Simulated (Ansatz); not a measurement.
## SnSe: energy along a strain

SnSe, Fm-3m, a = 6.020 Å (as given, not relaxed at this level: 0.0 GPa). This isn't the usual stable structure of the compound. Ansatz: r2SCAN, PAW, 500 eV, Γ-centred 10×10×10 mesh on 2 atoms, Gaussian smearing 0.05 eV; no spin polarisation. Cell vectors (Å): 0.000 3.010 3.010; 3.010 0.000 3.010; 3.010 3.010 0.000. The cell is strained by x per cent times the pattern (1 -1 0 0 0 0) in the order xx yy zz yz xz xy (engineering shears), with fractional coordinates held. y is the free energy over the start, V0 = 27.271 Å³/atom. Symmetry makes y even in x.

| x (%) | y (meV/atom) |
| --- | --- |
| -4.00 | ? |
| -2.00 | 8.38 |
| 0.00 | 0.00 |
| 0.50 | 0.52 |
| 1.00 | 2.09 |
| 1.50 | 4.71 |
| 2.50 | 13.12 |
| 3.00 | 18.94 |
| 3.50 | 25.85 |

Q: Fit y = c2 x² + c4 x⁴ to the other rows, get the stiffness along the pattern, and predict the missing energy.

A: Least squares on the rows shown. y = 2.0881 x² + 0.0018072 x⁴. The clamped-ion stiffness p·C·p = 2 × 20.88 eV × 160.2 / 27.271 Å³ = 245 GPa. At x = -4.00 the fit asked for gives 33.87 meV/atom. The run gave 33.87 meV/atom, the same to the digits shown.